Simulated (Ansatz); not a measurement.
## O: input, output and frames of a trajectory

All numbers below come from DFT PBEsol, scalar-relativistic, plane waves, PAW in Ansatz 0.2.0. The runs took a 420 eV cutoff, a shifted (0.0, 0.0, 0.5 steps) 3×3×4 mesh and Fermi–Dirac smearing (0.22 eV). The mesh is coarse. No spin polarisation.

16 atoms, starting at 1.10 times the perfect crystal's volume (space group R-3m, the cell as given, not relaxed at this level); Langevin thermostat at 2600 K (friction 0.02 fs⁻¹), fixed cell; 33 steps of 4 fs. The run is short and not equilibrated. The time step is on the long side.

The run was cut off at its time limit.

Command:
```bash
ansatz run input.yaml --threads 4 --pin off --max-ram 5120MiB --backend cpu --events-out ev --progress --plain --runs-dir out
```

Input:
```yaml
crystal:
  lattice:
    - [-2.9385897857, 5.0897868114, 0.0]
    - [2.9385897857, 5.0897868114, 0.0]
    - [0.0, 3.3931912076, -7.036640635]
  atoms:
    - { symbol: O, position: [0.02885, 0.02885, 0.41345] }
    - { symbol: O, position: [0.02885, 0.02885, 0.91345] }
    - { symbol: O, position: [0.52885, 0.02885, 0.41345] }
    - { symbol: O, position: [0.52885, 0.02885, 0.91345] }
    - { symbol: O, position: [0.02885, 0.52885, 0.41345] }
    - { symbol: O, position: [0.02885, 0.52885, 0.91345] }
    - { symbol: O, position: [0.52885, 0.52885, 0.41345] }
    - { symbol: O, position: [0.52885, 0.52885, 0.91345] }
    - { symbol: O, position: [0.47115, 0.47115, 0.08655] }
    - { symbol: O, position: [0.47115, 0.47115, 0.58655] }
    - { symbol: O, position: [0.97115, 0.47115, 0.08655] }
    - { symbol: O, position: [0.97115, 0.47115, 0.58655] }
    - { symbol: O, position: [0.47115, 0.97115, 0.08655] }
    - { symbol: O, position: [0.47115, 0.97115, 0.58655] }
    - { symbol: O, position: [0.97115, 0.97115, 0.08655] }
    - { symbol: O, position: [0.97115, 0.97115, 0.58655] }
basis:
  ecutwfc: 420
kpoints:
  mp_grid: { grid: [3, 3, 4], shift: [0.0, 0.0, 0.5] }
hamiltonian:
  xc: pbesol
scf:
  occupations: { method: fermi_dirac, width: 0.2241 }
  lower_state_search: "off"
  convergence: { dr2_threshold: 1.0e-07 }
output:
  forces: true
  stress: true
md:
  timestep: 4.0
  n_steps: 33
  ensemble: nvt_langevin
  temperature: 2600.0
  initial_velocities: maxwell_boltzmann
  seed: 16587
  friction: 0.02
```

Output (its end):
```
...
  k-point 1: bands = ["-27.1987", "-27.1168", "-26.4494", "-25.9054", "-25.6372", "-24.6138", "-23.9915", "-23.3479", "-13.1942", "-13.0664", "-12.9273", "-12.6402", "-12.3132", "-12.1568", "-12.1008", "-11.7598", "-8.1263", "-7.6308", "-7.4467", "-7.1925", "-7.0265", "-6.8329", "-6.7784", "-6.4643", "-6.3438", "-6.1844", "-5.9547", "-5.8256", "-5.5257", "-5.4621", "-5.3739", "-5.2195", "-5.1643", "-4.8132", "-4.5899", "-4.5331", "-4.1819", "-4.1254", "-3.8122", "-3.6763", "0.4639", "0.6357", "0.8961", "0.9649", "1.0144", "1.1550", "1.4028", "1.5827", "1.6740", "1.8226", "1.8943", "2.0459", "2.2128", "2.3386", "2.5193", "2.7597", "8.2632", "9.1798", "9.8093", "10.3738", "11.0344", "11.4323", "11.6467", "11.8685", "12.1622", "12.3308", "12.5034"]
  k-point 2: bands = ["-27.1812", "-27.1235", "-26.4486", "-25.9167", "-25.6470", "-24.6059", "-23.9945", "-23.3486", "-13.1829", "-13.0183", "-12.8805", "-12.6162", "-12.3412", "-12.1582", "-12.0309", "-11.9272", "-7.9560", "-7.7020", "-7.4008", "-7.2854", "-7.0371", "-6.8355", "-6.6732", "-6.4991", "-6.4040", "-6.0971", "-6.0249", "-5.9008", "-5.6670", "-5.5919", "-5.3127", "-5.2916", "-5.1201", "-4.7905", "-4.5845", "-4.4110", "-4.2038", "-4.0656", "-3.7929", "-3.6716", "0.3827", "0.6675", "0.7988", "0.9028", "1.2569", "1.3995", "1.4105", "1.5042", "1.6823", "1.7449", "1.9470", "1.9894", "2.0482", "2.3686", "2.4575", "2.8499", "8.7665", "9.2769", "9.8734", "10.0767", "10.5164", "10.9436", "11.6602", "11.7920", "12.1311", "12.3636", "12.5005"]
  k-point 17: bands = ["-27.1768", "-27.1235", "-26.4506", "-25.9197", "-25.6423", "-24.6145", "-23.9933", "-23.3495", "-13.1579", "-12.9493", "-12.7910", "-12.5639", "-12.4911", "-12.2015", "-12.0736", "-11.9365", "-7.8552", "-7.7582", "-7.3928", "-7.3141", "-6.9891", "-6.7798", "-6.6910", "-6.5353", "-6.4242", "-6.1251", "-5.9924", "-5.9313", "-5.7042", "-5.6026", "-5.3894", "-5.2410", "-5.1497", "-4.8157", "-4.5585", "-4.3304", "-4.2304", "-4.0501", "-3.8330", "-3.6621", "0.4611", "0.5897", "0.8726", "1.1048", "1.2589", "1.3733", "1.3981", "1.5155", "1.6911", "1.7635", "1.8409", "1.9823", "2.1257", "2.2723", "2.4595", "2.7231", "8.9057", "9.4267", "9.7588", "9.8794", "10.6074", "11.0031", "11.1990", "11.7834", "12.0365", "12.2718", "12.6952"]
End of that report.
Error: SIGTERM received: cancelled by the caller after 6 completed SCF iterations
```

Frames along the run (Å, eV/Å; dE is the potential energy from the first frame):

```xyz
16
Lattice="-2.939 5.090 0.000 2.939 5.090 0.000 0.000 3.393 -7.037" Properties=species:S:1:pos:R:3:forces:R:3 pbc="T T T" time_fs=0.00 dE_eV=0.0000 T_K=2438
O     0.000    1.697   -2.909    0.000    0.000   -0.693
O     0.000    3.393   -6.428    0.000    0.000   -0.693
O    -1.469    4.241   -2.909    0.000    0.000   -0.693
O    -1.469    5.938   -6.428    0.000    0.000   -0.693
O     1.469    4.241   -2.909    0.000    0.000   -0.693
O     1.469    5.938   -6.428    0.000    0.000   -0.693
O     0.000    6.786   -2.909    0.000    0.000   -0.693
O     0.000    8.483   -6.428    0.000    0.000   -0.693
O     0.000    5.090   -0.609    0.000    0.000    0.693
O     0.000    6.786   -4.127    0.000    0.000    0.693
O    -1.469    7.635   -0.609    0.000    0.000    0.693
O    -1.469    9.331   -4.127    0.000    0.000    0.693
O     1.469    7.635   -0.609    0.000    0.000    0.693
O     1.469    9.331   -4.127    0.000    0.000    0.693
O     0.000   10.180   -0.609    0.000    0.000    0.693
O     0.000   11.876   -4.127    0.000    0.000    0.693
16
Lattice="-2.939 5.090 0.000 2.939 5.090 0.000 0.000 3.393 -7.037" Properties=species:S:1:pos:R:3:forces:R:3 pbc="T T T" time_fs=12.00 dE_eV=0.9450 T_K=2116
O    -0.110    1.643   -2.883    0.861    0.269   -2.804
O    -0.248    3.488   -6.331    0.346    0.063   -1.101
O    -1.503    4.034   -2.837   -0.189    0.189   -0.516
O    -1.305    5.995   -6.563   -0.596   -0.840   -2.586
O     1.551    4.339   -2.965    0.212    0.667    3.794
O     1.558    6.001   -6.414   -0.055    0.162    2.575
O     0.072    6.754   -2.925    0.119    0.266   -2.879
O    -0.064    8.907   -6.566    0.107   -1.987   -1.933
O    -0.193    5.015   -0.682    0.190    1.721    2.573
O    -0.029    6.810   -4.185   -0.064   -0.047    2.925
O    -1.272    7.515   -0.523   -0.006    0.201   -3.037
O    -1.467    9.182   -4.088   -0.153   -0.737   -3.710
O     1.447    7.531   -0.764    0.561    0.527    2.898
O     1.448    9.319   -4.034   -0.003   -0.367    0.306
O     0.039   10.213   -0.483   -0.510    0.105    0.804
O     0.207   11.927   -4.105   -0.821   -0.193    2.691
16
Lattice="-2.939 5.090 0.000 2.939 5.090 0.000 0.000 3.393 -7.037" Properties=species:S:1:pos:R:3:forces:R:3 pbc="T T T" time_fs=20.00 dE_eV=1.3970 T_K=2087
O    -0.199    1.553   -2.917    0.713    0.622   -0.861
O    -0.368    3.527   -6.219    1.104    0.188   -3.184
O    -1.503    3.969   -2.788   -0.289    0.675   -2.385
O    -1.297    5.987   -6.661   -0.468   -0.498   -3.028
O     1.566    4.278   -2.949    0.126   -0.162   -0.775
O     1.585    6.020   -6.375    0.242    0.104   -1.587
O     0.141    6.776   -2.959   -0.514    0.362   -4.131
O    -0.053    9.004   -6.767    0.799    0.388    1.314
O    -0.328    4.972   -0.677   -0.340   -1.288   -1.171
O    -0.119    6.844   -4.230    0.579   -0.005    4.257
O    -1.114    7.432   -0.518   -0.485    0.915    1.714
O    -1.420    9.076   -4.130    0.035    0.015    0.967
O     1.427    7.529   -0.869    0.508    0.202    3.760
O     1.445    9.321   -4.005   -0.010   -0.801    2.051
O     0.072   10.295   -0.372   -1.246   -0.123    2.547
O     0.289   12.051   -3.990   -0.754   -0.593    0.513
16
Lattice="-2.939 5.090 0.000 2.939 5.090 0.000 0.000 3.393 -7.037" Properties=species:S:1:pos:R:3:forces:R:3 pbc="T T T" time_fs=32.00 dE_eV=1.3991 T_K=2288
O    -0.240    1.447   -2.973    0.504    0.772   -0.383
O    -0.394    3.649   -6.130    0.024    0.224   -0.206
O    -1.556    4.008   -2.779   -0.502    0.105    0.149
O    -1.246    5.935   -6.827    0.292    0.763    0.190
O     1.658    4.199   -3.061    0.089    0.652    0.392
O     1.627    6.086   -6.363    0.738   -0.015   -0.734
O     0.411    6.828   -3.136   -0.845   -0.105   -0.055
O    -0.053    9.132   -7.064   -0.661   -2.719   -1.655
O    -0.520    4.800   -0.755    1.076    2.295    1.963
O    -0.253    6.869   -4.156    0.580    0.097    0.136
O    -0.907    7.303   -0.386   -1.303    0.669    0.533
O    -1.421    9.029   -4.230    0.408   -0.214    0.149
O     1.352    7.592   -0.947   -0.114   -0.811    0.832
O     1.422    9.238   -3.967    0.290    0.159   -0.862
O     0.100   10.510   -0.188    0.134   -0.589   -0.482
O     0.371   12.161   -3.891   -0.713   -1.283    0.031
16
Lattice="-2.939 5.090 0.000 2.939 5.090 0.000 0.000 3.393 -7.037" Properties=species:S:1:pos:R:3:forces:R:3 pbc="T T T" time_fs=44.00 dE_eV=3.3120 T_K=1860
O    -0.225    1.497   -3.044   -1.243   -0.971    2.186
O    -0.371    3.843   -5.933    0.719    0.303   -2.212
O    -1.624    4.011   -2.760   -0.580    0.500   -2.114
O    -1.315    6.062   -6.821   -0.394    0.277   -3.630
O     1.869    4.296   -3.113   -1.203   -0.510   -2.580
O     1.765    6.159   -6.349    0.169    0.214    2.110
O     0.705    6.779   -3.244   -3.641   -0.846   -1.727
O    -0.068    9.174   -7.428    4.274   -2.041    1.335
O    -0.559    4.776   -0.778   -1.658   -1.275   -0.420
O    -0.197    6.703   -4.153    2.753    0.209    1.821
O    -0.765    7.272   -0.268   -3.263    3.048   -3.041
O    -1.387    8.964   -4.275    1.566    1.324    3.218
O     1.317    7.572   -1.034    0.991   -0.101    4.596
O     1.399    9.093   -3.993    0.556    0.227    1.621
O     0.083   10.677   -0.047   -0.522   -0.596    1.474
O     0.439   12.230   -3.819    1.476    0.238   -2.638
16
Lattice="-2.939 5.090 0.000 2.939 5.090 0.000 0.000 3.393 -7.037" Properties=species:S:1:pos:R:3:forces:R:3 pbc="T T T" time_fs=56.00 dE_eV=1.9945 T_K=2580
O    -0.247    1.585   -3.102    1.307    0.454    0.400
O    -0.188    3.963   -5.726    0.289    0.220   -1.228
O    -1.724    4.147   -2.833   -0.966    0.444    0.454
O    -1.338    6.262   -6.969    0.681    0.753    1.427
O     1.989    4.460   -3.189    0.314    1.040    1.941
O     1.883    6.261   -6.157    1.000   -1.442   -2.303
O     0.817    6.729   -3.223   -2.465   -0.813    0.004
O     0.085    9.019   -7.662   -0.359   -1.031    0.597
O    -0.669    4.678   -0.805    0.517    0.969   -0.137
O    -0.056    6.556   -4.075    1.051    0.214   -0.034
O    -0.879    7.414   -0.252   -1.538    1.143    1.686
O    -1.284    8.910   -4.124    0.311   -0.223   -1.191
O     1.385    7.499   -1.005   -0.335   -0.124   -0.445
O     1.527    9.039   -3.973    0.170   -0.012   -0.289
O    -0.080   10.735    0.104    0.359   -0.306    0.085
O     0.507   12.362   -3.837   -0.334   -1.288   -0.967
16
Lattice="-2.939 5.090 0.000 2.939 5.090 0.000 0.000 3.393 -7.037" Properties=species:S:1:pos:R:3:forces:R:3 pbc="T T T" time_fs=64.00 dE_eV=2.9633 T_K=2464
O    -0.222    1.715   -3.159    1.043   -0.492    1.650
O    -0.097    3.953   -5.565    0.086    0.507   -4.452
O    -1.815    4.255   -2.879   -0.298    0.689    0.480
O    -1.312    6.455   -6.990   -0.056   -2.531   -1.766
O     2.069    4.588   -3.223   -0.500   -1.860   -0.695
O     2.011    6.317   -6.131    0.175   -0.948   -1.812
O     0.900    6.662   -3.106   -4.617   -1.106   -3.082
O     0.174    8.850   -7.852    0.341    0.114    0.962
O    -0.723    4.657   -0.779   -0.395    0.840   -1.573
O     0.018    6.493   -4.068    2.929    0.726    2.672
O    -0.995    7.499   -0.220   -0.249    0.520    1.444
O    -1.251    8.821   -4.042    1.427    2.654    1.031
O     1.522    7.473   -1.038    0.015    2.315    3.628
O     1.660    8.985   -3.890   -0.741   -0.002    0.293
O    -0.161   10.782    0.205    0.648   -0.315    3.007
O     0.512   12.460   -3.896    0.192   -1.111   -1.786
16
Lattice="-2.939 5.090 0.000 2.939 5.090 0.000 0.000 3.393 -7.037" Properties=species:S:1:pos:R:3:forces:R:3 pbc="T T T" time_fs=76.00 dE_eV=3.5544 T_K=2264
O    -0.146    1.881   -3.164    1.921    0.592   -0.379
O     0.082    3.876   -5.529    0.675    0.966    2.004
O    -1.960    4.411   -3.014    3.325    0.137   -0.343
O    -1.281    6.575   -7.078    0.485   -0.847    0.936
O     2.151    4.562   -3.304    0.670    1.269    2.337
O     2.263    6.392   -6.154   -0.698   -0.995   -1.943
O     0.943    6.459   -3.147    1.771   -0.007    3.673
O     0.343    8.631   -8.015   -2.053   -1.822    0.858
O    -0.806    4.686   -0.788    1.955    4.050   -1.415
O     0.217    6.396   -4.028   -3.121   -0.114   -3.933
O    -1.054    7.619   -0.219    0.431    0.648    1.669
O    -1.121    8.780   -4.005    0.045   -0.642   -3.156
O     1.883    7.474   -0.923   -0.440   -0.888    0.340
O     1.778    8.901   -3.811   -3.211    1.063    1.731
O    -0.251   10.789    0.402   -0.637   -0.250   -3.224
O     0.604   12.545   -4.016   -1.117   -3.158    0.845
16
Lattice="-2.939 5.090 0.000 2.939 5.090 0.000 0.000 3.393 -7.037" Properties=species:S:1:pos:R:3:forces:R:3 pbc="T T T" time_fs=88.00 dE_eV=2.1927 T_K=3327
O     0.000    2.101   -3.115   -0.029   -0.211    0.998
O     0.138    3.906   -5.342   -1.995    1.200   -3.814
O    -1.907    4.632   -3.183    2.490    0.780    1.067
O    -1.251    6.520   -7.024    1.790   -2.083   -1.801
O     2.272    4.581   -3.205   -0.977   -1.264   -0.196
O     2.522    6.359   -6.265    0.239   -0.129    0.193
O     0.892    6.384   -3.046   -1.096   -0.125   -2.092
O     0.350    8.353   -8.093    4.820    0.077   -1.172
O    -0.766    4.879   -0.821   -4.786    0.301    1.286
O     0.361    6.311   -4.175    0.646    0.113    1.749
O    -0.955    7.800   -0.268   -0.779   -0.340   -0.688
O    -1.002    8.852   -4.058    0.882    1.029   -0.329
O     2.236    7.317   -0.737   -1.638    2.308    2.275
O     1.650    8.804   -3.702   -1.448    0.398   -0.197
O    -0.369   10.687    0.517    1.561   -0.606    2.957
O     0.646   12.463   -4.099    0.320   -1.446   -0.235
16
Lattice="-2.939 5.090 0.000 2.939 5.090 0.000 0.000 3.393 -7.037" Properties=species:S:1:pos:R:3:forces:R:3 pbc="T T T" time_fs=100.00 dE_eV=2.2638 T_K=2738
O     0.178    2.286   -3.006    0.859   -0.628   -1.094
O     0.084    3.972   -5.331    0.812    0.480    2.378
O    -1.687    4.905   -3.304    0.672   -3.355    0.095
O    -1.072    6.410   -7.030   -3.912    4.344    3.785
O     2.368    4.606   -3.130   -0.845    1.828    2.518
O     2.703    6.372   -6.343   -0.944   -0.216   -1.494
O     0.716    6.378   -3.049    0.637   -0.024    0.917
O     0.320    8.064   -8.230   -3.212    1.414    0.746
O    -0.880    4.988   -0.787    3.890   -1.380   -1.101
O     0.568    6.232   -4.221   -0.439    0.066   -1.288
O    -0.893    8.056   -0.355    0.308   -0.347    1.011
O    -0.856    9.029   -4.047   -0.078   -1.060   -2.071
O     2.491    7.305   -0.477    3.634   -3.944   -3.325
O     1.472    8.754   -3.568    0.481    3.001   -0.391
O    -0.473   10.509    0.709   -0.948   -0.556   -2.285
O     0.718   12.268   -4.102   -0.917    0.377    1.602
16
Lattice="-2.939 5.090 0.000 2.939 5.090 0.000 0.000 3.393 -7.037" Properties=species:S:1:pos:R:3:forces:R:3 pbc="T T T" time_fs=108.00 dE_eV=3.0914 T_K=2434
O     0.303    2.372   -3.024   -0.072   -0.317    0.445
O     0.062    3.969   -5.261   -1.891   -1.174   -2.607
O    -1.506    5.006   -3.382   -0.085    1.362    1.186
O    -1.090    6.409   -6.971    2.450   -3.372   -0.694
O     2.341    4.648   -3.013   -1.910   -0.619   -1.488
O     2.713    6.432   -6.482    1.111   -0.344    1.792
O     0.623    6.377   -3.034    0.751   -0.828   -3.287
O     0.176    7.989   -8.307    6.552   -1.803   -2.996
O    -0.789    4.995   -0.861   -5.733    1.807    2.683
O     0.626    6.194   -4.296   -0.279    0.755    2.870
O    -0.901    8.265   -0.385   -1.811   -0.611   -2.534
O    -0.776    9.187   -4.125    0.194    1.498    2.047
O     2.664    7.190   -0.449   -2.857    3.658    1.211
O     1.376    8.919   -3.466    1.808   -2.141   -1.179
O    -0.540   10.356    0.725    1.993    1.560    2.964
O     0.737   12.130   -4.061   -0.220    0.569   -0.414
16
Lattice="-2.939 5.090 0.000 2.939 5.090 0.000 0.000 3.393 -7.037" Properties=species:S:1:pos:R:3:forces:R:3 pbc="T T T" time_fs=120.00 dE_eV=2.8026 T_K=1948
O     0.371    2.432   -3.058   -0.560    0.350    1.558
O    -0.065    3.843   -5.210    1.400    1.664    3.504
O    -1.242    5.196   -3.464   -0.503   -1.319   -0.123
O    -0.942    6.153   -6.937   -1.850    1.650    2.070
O     2.277    4.783   -2.967   -0.622    0.971    4.977
O     2.786    6.653   -6.595   -1.972    0.624   -1.769
O     0.479    6.352   -3.141    1.329    0.156    1.585
O     0.163    7.977   -8.522   -2.066    1.483    1.825
O    -0.797    5.085   -0.819    2.327   -1.604   -1.332
O     0.630    6.147   -4.301    0.149    0.183   -1.949
O    -1.004    8.485   -0.465    1.079   -1.915    0.267
O    -0.744    9.570   -4.071   -1.254   -0.180   -4.596
O     2.792    7.166   -0.412    1.947   -1.256   -1.835
O     1.359    9.108   -3.365    1.227    0.472   -0.111
O    -0.556   10.221    0.870   -0.874   -0.986   -2.712
O     0.722   12.132   -4.090    0.244   -0.293   -1.358
```